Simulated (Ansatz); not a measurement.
BiAs: relaxation of cell and atoms

The calculation used DFT, PBE, PAW with Ansatz's default frozen-core files, scalar-relativistic in Ansatz 0.2.0.

Command: `ansatz run input.yaml --threads 1 --pin off --max-ram 2048MiB --backend cpu --events-out ev --progress --plain --runs-dir out` The run took 23 s on 1 thread of Intel(R) Xeon(R) Platinum 8488C (Sapphire Rapids) (shared host), peak memory 0.46 GiB.

```yaml
crystal:
  lattice:
    - [3.2421526358, 0.0, 0.0]
    - [0.0, 3.2421526358, 0.0]
    - [0.0, 0.0, 3.2421526358]
  atoms:
    - { symbol: As, position: [0.0, 0.0, 0.0] }
    - { symbol: Bi, position: [0.5, 0.5, 0.5] }
kpoints:
  mp_grid: { grid: [13, 13, 13] }
scf:
  occupations: { method: fermi_dirac, width: 0.05 }
hamiltonian:
  xc: pbe
  pseudopotentials: { kind: paw }
output:
  forces: true
  stress: true
relax:
  f_tol: 0.005
  max_steps: 80
  cell: {}
```

No spin–orbit coupling, which matters for the heavy atoms here.

The cell is built from the CsCl type as a first guess.

The cutoff is 420 eV; energies and pressures of the walk include the program's estimate of the Pulay term.

Each frame lists the cell vectors (Å), then Cartesian positions (Å); symmetry keeps all forces zero. Free energies count from the first step, -17250.0417 eV.

The walk took 10 evaluations in all; steps that aren't listed are left out.

Step 1: E = 0.0 meV, P = 60.37 GPa

```
cell 3.2422 0.0000 0.0000 0.0000 3.2422 0.0000 0.0000 0.0000 3.2422
As    0.0000    0.0000    0.0000
Bi    1.6211    1.6211    1.6211
```

Step 2: E = -1377.8 meV, P = 27.68 GPa

```
cell 3.4002 0.0000 0.0000 0.0000 3.4002 0.0000 0.0000 0.0000 3.4002
As    0.0000    0.0000    0.0000
Bi    1.7001    1.7001    1.7001
```

Step 3: E = -2000.4 meV, P = 8.63 GPa

```
cell 3.5610 0.0000 0.0000 0.0000 3.5610 0.0000 0.0000 0.0000 3.5610
As    0.0000    0.0000    0.0000
Bi    1.7805    1.7805    1.7805
```

Step 4:

```
cell 3.6445 0.0000 0.0000 0.0000 3.6445 0.0000 0.0000 0.0000 3.6445
As    0.0000    0.0000    0.0000
Bi    1.8223    1.8223    1.8223
```

Step 5: E = -2110.0 meV, P = -0.22 GPa

```
cell 3.6751 0.0000 0.0000 0.0000 3.6751 0.0000 0.0000 0.0000 3.6751
As    0.0000    0.0000    0.0000
Bi    1.8376    1.8376    1.8376
```

Step 6: E = -2110.1 meV, P = 0.00 GPa

```
cell 3.6720 0.0000 0.0000 0.0000 3.6720 0.0000 0.0000 0.0000 3.6720
As    0.0000    0.0000    0.0000
Bi    1.8360    1.8360    1.8360
```

Step 7: E = -2140.6 meV, P = 1.24 GPa (the cell of the step before, solved again on a basis chosen afresh, hence the jump)

Step 8: E = -2143.8 meV, P = 0.24 GPa

```
cell 3.6898 0.0000 0.0000 0.0000 3.6898 0.0000 0.0000 0.0000 3.6898
As    0.0000    0.0000    0.0000
Bi    1.8449    1.8449    1.8449
```

Q: Give the energy, pressure of step 4.

A: E = -2103.8 meV, P = 1.94 GPa
```
As    0.0000    0.0000    0.0000
Bi    1.8223    1.8223    1.8223
```

Q: How does the relaxation end?

A: It converges, with a = 3.694 Å, b = 3.694 Å, c = 3.694 Å, α = 90.00°, β = 90.00°, γ = 90.00° (conventional cell, space group Pm-3m). The last solve (on a basis chosen afresh for the final cell, so its energy is not quite comparable) gives E = -2144.1 meV, P = 0.01 GPa:
```
cell 3.6940 0.0000 0.0000 0.0000 3.6940 0.0000 0.0000 0.0000 3.6940
As    0.0000    0.0000    0.0000
Bi    1.8470    1.8470    1.8470
```
